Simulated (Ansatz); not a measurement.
Data:

Sb2S3:
Space group P-3m1 (No. 164); a = 3.9285 Å, b = 3.9285 Å, c = 10.3600 Å, α = 90.00°, β = 90.00°, γ = 120.00°

```csv
atom,site,symmetry,x,y,z
Sb,2d,3m.,0.3333,0.6667,0.1761
S,1a,-3m.,0.0000,0.0000,0.0000
S,2d,3m.,0.6667,0.3333,0.3142
```

This is the PBE-relaxed structure.

### Question
All from DFT-PBE in the program Ansatz with PAW potentials, unless another level is named. Estimate the smallest direct gap on the standard path.

### Answer
0.84 eV.

### Question
Give the hole effective mass.

### Answer
0.57, 2.4, 5.7 mₑ (principal values).

### Question
And the formation energy from the elements (no fitted shifts)?

### Answer
-0.22 eV/atom.

### Question
What about the electron effective mass?

### Answer
0.15, 0.15, 4.7 mₑ (principal values).

### Question
What about the weight of the conduction-edge state by species (Voronoi cells)?

### Answer
Sb 60 %, S 40 %.

The cell is a constructed one: a structure type filled with these elements; neither database checked (COD, Materials Project) lists it. It is not the phase usual at ambient conditions (space group No. 62). The cell was relaxed with PBE under the symmetry of its start; whether a distortion lowers the energy is not shown. The references are the lowest solids computed at this level, not always the standard phases. Scalar-relativistic: spin–orbit coupling is off unless named, which matters more the heavier the elements.

Potentials: the later of the program's two PAW sets.
